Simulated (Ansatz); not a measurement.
MgO (rock salt, space group No. 225), a = b = c = 4.208 Å, α = β = γ = 90.00°; the cell used has 2 atoms.

Relaxed with r²SCAN (plane waves, PAW; program Ansatz). Indices refer to the conventional cell of Fm-3m, a = 4.2075 Å, b = 4.2075 Å, c = 4.2075 Å, α = 90.00°, β = 90.00°, γ = 90.00°.

Problem. Simulate the powder diffraction pattern (Co Kα, λ = 1.79026 Å; lines above 1 %) up to 2θ = 90°.

Solution. Simulated powder pattern, Co Kα, λ = 1.79026 Å (kinematic, ideal powder, no thermal factors, no anomalous dispersion; the 30 strongest lines at most, above 1 %, up to 2θ = 90°):

```tsv
2θ (°)	d (Å)	I/Imax (%)	hkl
43.24	2.429	10	(111)
50.36	2.104	100	(200)
73.99	1.488	56	(220)
89.76	1.269	7.7	(311)
```

Symmetry was held in the r²SCAN relaxation.

Potentials: the earlier of the program's two PAW sets.
